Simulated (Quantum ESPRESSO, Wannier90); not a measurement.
Tight-binding from DFT: Mg₂Si (Fm-3m)

```yaml
crystal:
  lattice:
    - [0.00000, 3.16982, 3.16982]
    - [3.16982, 0.00000, 3.16982]
    - [3.16982, 3.16982, 0.00000]
  atoms:
    - { symbol: Mg, position: [0.25000, 0.25000, 0.25000] }
    - { symbol: Mg, position: [0.75000, 0.75000, 0.75000] }
    - { symbol: Si, position: [0.00000, 0.00000, 0.00000] }
```

Structure: Materials Project mp-1367, symmetrised, not relaxed again. COD (Crystallography Open Database) has an entry of this formula and space group (matched by these alone). Level: PBEsol, no spin polarisation, no spin-orbit coupling; pw.x of Quantum ESPRESSO at 68 Ry with PseudoDojo potentials, 8×8×8 k-points, Wannier90. Density: 8×8×8 mesh, cold smearing 0.01 Ry. The gap is small at this level and was sampled on the meshes and a path alone.

Base run: 12 functions from bands 9-29 of the 29 computed, start hydrogen-like Mg: s;p; Si: s;p, frozen window up to 1.62 eV relative to the valence-band maximum, outer window open. One setting was then changed (edges relative to the valence-band maximum; misfit to pw.x on a path, for states up to 1.1 eV relative to the valence-band maximum).

```json
[
 {"run": "base", "Ω_I (Å²)": "21.17", "rms misfit (meV)": "8.1", "worst (meV)": "61"},
 {"run": "changed", "Ω_I (Å²)": "26.62", "rms misfit (meV)": "4.3", "worst (meV)": "28"}
]
```

Which change was made?
A) no frozen window
B) only the lowest 18 of the kept bands
C) frozen window to 0.62 eV

B, only the lowest 18 of the kept bands. The others give:

```tsv
run	Ω_I (Å²)	rms misfit (meV)	worst (meV)
frozen window to 0.62 eV	20.58	37	378
no frozen window	19.87	206	831
```
